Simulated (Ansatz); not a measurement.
## Ansatz run, ZrVGa

The input, for Ansatz 0.2.0 (plane waves, PAW):

```yaml
crystal:
  lattice:
    - [3.756175, 0.0, 0.0]
    - [0.0, 3.756175, 0.0]
    - [0.0, 0.0, 7.331404]
  atoms:
    - { symbol: V, position: [0.0, 0.0, 0.0] }
    - { symbol: V, position: [0.5, 0.5, 0.0] }
    - { symbol: Zr, position: [0.5, 0.0, 0.64] }
    - { symbol: Zr, position: [0.0, 0.5, 0.36] }
    - { symbol: Ga, position: [0.5, 0.0, 0.255] }
    - { symbol: Ga, position: [0.0, 0.5, 0.745] }
  symmetry: { tolerance: 0.0003 }
kpoints:
  mp_grid: { grid: [9, 9, 5], shift: [0, 0, 0] }
  band_path:
    path:
      - [0.0, 0.0, 0.0]
      - [0.0, 0.5, 0.0]
      - [0.5, 0.5, 0.0]
      - [0.0, 0.0, 0.0]
      - [0.0, 0.0, 0.5]
      - [0.0, 0.5, 0.5]
      - [0.5, 0.5, 0.5]
      - [0.0, 0.0, 0.5]
      - [0.0, 0.5, 0.0]
      - [0.0, 0.5, 0.5]
      - [0.5, 0.5, 0.0]
    npoints: 6
magnetization:
  spin_polarized: false
scf:
  occupations: { method: fermi_dirac }
  lower_state_search: "off"
  max_iter: 200
hamiltonian:
  pseudopotentials: { kind: paw }
  xc: r2scan
basis:
  ecutwfc: 500
  fft_grid_basis: typed
output:
  forces: true
  stress: true
  eigenvalues: true
  bader: true
  populations: true
  elf: true
  write_potential: true
  volumetric_format: npy
  dos:
    e_range: [-12, 8]
    de: 0.05
    projected: { site_lists: { Ga: [Ga], V: [V], Zr: [Zr] } }
checkpoint:
  read: saved_state
```

The saved state is an earlier solution for the same cell, perhaps on another mesh. 

Excerpt of what it printed:

```
SCF iter   1: F=-21807.4616 eV  Δρ=9.62e-4  dr2=2.99e-4  dr2_τ=2.26e-3
SCF iter   2: F=-21807.4617 eV  Δρ=5.25e-4  dr2=1.82e-4  dr2_τ=9.56e-5
SCF iter   3: F=-21807.4617 eV  Δρ=3.20e-4  dr2=1.39e-4  dr2_τ=1.62e-5
SCF iter   4: F=-21807.4618 eV  Δρ=7.65e-5  dr2=9.65e-6  dr2_τ=4.61e-7
SCF iter   5: F=-21807.4618 eV  Δρ=4.53e-5  dr2=1.72e-6  dr2_τ=5.43e-7
SCF iter   6: F=-21807.4618 eV  Δρ=1.89e-5  dr2=6.27e-7  dr2_τ=5.52e-8
SCF iter   7: F=-21807.4618 eV  Δρ=2.96e-6  dr2=8.39e-9  dr2_τ=5.76e-10
Free energy (F): -21807.4618 eV
Harris-Foulkes:  -21807.4618 eV  (|F-HF|=1.36e-9)
Internal energy: -21807.2902 eV  (E = F + TS)
E sigma→0 (E₀):  -21807.3760 eV
Entropy (-TS):   -0.1716 eV (-28.604 meV/atom)
Fermi energy:    13.7839 eV
--- Per-component energies (eV) ---
  E_band       = -560.6339
  E_kinetic    = 1567.5396
  E_local      = -6995.0808  (includes V_loc(G=0)·N_el)
  E_nonlocal   = 911.2447
  E_hartree    = 3107.1795
  E_xc         = -692.7903
  E_vxc        = -914.7122  (∫ρ·V_xc dr)
  E_paw        = -12180.3313  (= ΣΔE_a)
  E_vpaw       = -1400.2169  (= ΣTr[D̂ρ^β])
  E_aug_tail   = 0.0003  (compensation charges beyond the density's cutoff)
  E_vtau       = 56.2315  (kinetic-family band-sum trace: ∫τ·v_τ [+ j·A + Jᵃ·Aᵃ] dr)
  E_ewald      = -7522.8846
  E_core_change = -2.1672  (= ΣΔE_core)
  E_smearing   = -0.1716  (= −TS)
--- Forces (eV/Å), atoms counted from 1 ---
  atom   1  V      0.0000     0.0000     0.0000
  atom   2  V      0.0000     0.0000     0.0000
  atom   3  Zr     0.0000     0.0000     0.5832
  atom   4  Zr     0.0000     0.0000    -0.5832
  atom   5  Ga     0.0000     0.0000    -0.4162
  atom   6  Ga     0.0000     0.0000     0.4162
--- Stress (GPa, compression-positive) ---
       -1.6748       0.0000       0.0000
        0.0000      -1.6748       0.0000
        0.0000       0.0000       1.4998
  P = ⅓ Tr σ = -0.6166 GPa (-6.166 kbar)
--- Löwdin populations: 6 sites ---
  site symbol       q [e]
     0      V     12.4089
     1      V     12.4089
     2     Zr     11.4527
     3     Zr     11.4527
     4     Ga     13.9575
     5     Ga     13.9575
  spilling = 0.0048 (of n_electrons = 76.0000)
```

Origin: a known structure type with other elements, at an estimated volume, so it need not be a known compound. Caveats: no spin polarisation, so a magnetic state may lie lower.
